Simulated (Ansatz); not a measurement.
# How much do the gradients of WSe2 depend on the method?

Cell: a COD entry, ions relaxed with PBE at fixed cell.

Space group P6_3/mmc (No. 194); a = 3.2900, c = 12.9700 Å, γ = 120.00°.

```
site  Wyckoff  site symmetry       x       y       z
   W       2c           -6m2  0.3333  0.6667  0.2500
  Se       4f            3m.  0.3333  0.6667  0.6203
```

One atom of each set is listed.

First run. Computed with Ansatz: DFT, PBE, plane waves and PAW, scalar-relativistic, collinear spin, 420 eV cutoff, Γ-centred 15×15×4 k-points, Fermi–Dirac smearing 0.02 eV. Start moments as typed (μB): 2 on each W, none on the rest.

```csv
site,V_zz (10²¹ V/m²),η
W,-16.49,0.00
Se,-7.27,0.00
```

Second run. The same atoms and settings, except that the functional is PBEsol.

**Question.** Given the first result, estimate the second.

**Answer.** 

| site | V_zz | η | change of V_zz |
| --- | --- | --- | --- |
| W | -16.37 | 0.00 | +0.12 |
| Se | -7.25 | 0.00 | +0.02 |

The largest change of V_zz is on W, from -16.49 to -16.37. In per cent, |V_zz| changes by -1 on W, 0 on Se (all sites that start above 0.5).

Without spin–orbit coupling the gradients at and beside W can be off by some per cent, at some sites by more. The start moments die out, and the run ends without spin.
For the second run: The largest force is 0.3 eV/Å, so the atoms aren't at the calculated equilibrium and relaxing them would move these values.
